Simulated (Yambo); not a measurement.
LiBr (wurtzite, space group P6_3mc, No. 186), G0W0@LDA in Yambo; all else as in the reference (3×3×2 Γ-centred k mesh, bands 3 to 174 and a 8 Ry block in the screening, 174 bands in G with the Bruneval-Gonze terminator, plasmon pole fitted at 27.2 eV). One parameter is varied: the cutoff of the exchange sum, over 5, 10, 20, 40, 74 Ry.

**Question.** From which value on does the gap Γ → Γ stay within 0.05 eV of the largest setting?

**Answer.** From 20 Ry on.
```tsv
cutoff of the exchange sum (Ry)	G0W0 gap (eV)	valence shift (eV)
5	7.34	-1.22
10	7.56	-1.64
20	7.51	-1.68
40	7.49	-1.68
74	7.49	-1.68
```
The last step of the sweep still moves the gap by 3 meV; the other settings are held fixed.

Spin-orbit coupling is not included.

Geometry relaxed with LDA; primitive cell a = 4.0456 Å, b = 4.0456 Å, c = 6.4821 Å, α = 90.00°, β = 90.00°, γ = 120.00°.

This is not the ordinary phase of the substance; no match was found in the copy of COD used, and its stability was not checked.

A shift is the quasiparticle energy of the state minus its LDA energy.
